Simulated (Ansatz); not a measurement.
Input and command of a plane-wave DFT calculation in Ansatz:

```yaml
crystal:
  lattice:
    - [5.86, 0.0, 0.0]
    - [0.0, 5.86, 0.0]
    - [0.0, 0.0, 5.86]
  atoms:
    - { symbol: Bi, position: [0.0, 0.0, 0.0] }
    - { symbol: Sb, position: [0.5, 0.5, 0.5] }
    - { symbol: Ge, position: [0.5, 0.5, 0.0] }
    - { symbol: Ge, position: [0.5, 0.0, 0.5] }
    - { symbol: Ge, position: [0.0, 0.5, 0.5] }
basis:
  ecutwfc: 420
kpoints:
  mp_grid: { grid: [4, 4, 4] }
hamiltonian:
  xc: pbe
scf:
  occupations: { method: gaussian, width: 0.05 }
output:
  forces: true
  stress: true
  eigenvalues: true
```

```bash
ansatz run input.yaml --threads 1 --pin off --max-ram 1228MiB --backend cpu --events-out ev --progress --plain --runs-dir out
```

Processor: Arm Neoverse N1, 1 thread, on a host shared with other jobs.

Question: How long does it run, and how much memory does it take?

Answer: About 14 s on 1 thread of Arm Neoverse N1 (shared host), peak memory 0.45 GiB. It solves 44 bands at 10 k points (the mesh reduced by the symmetry that the task leaves, which can be less than the crystal's) with about 3887 plane waves, in 9 SCF iterations.
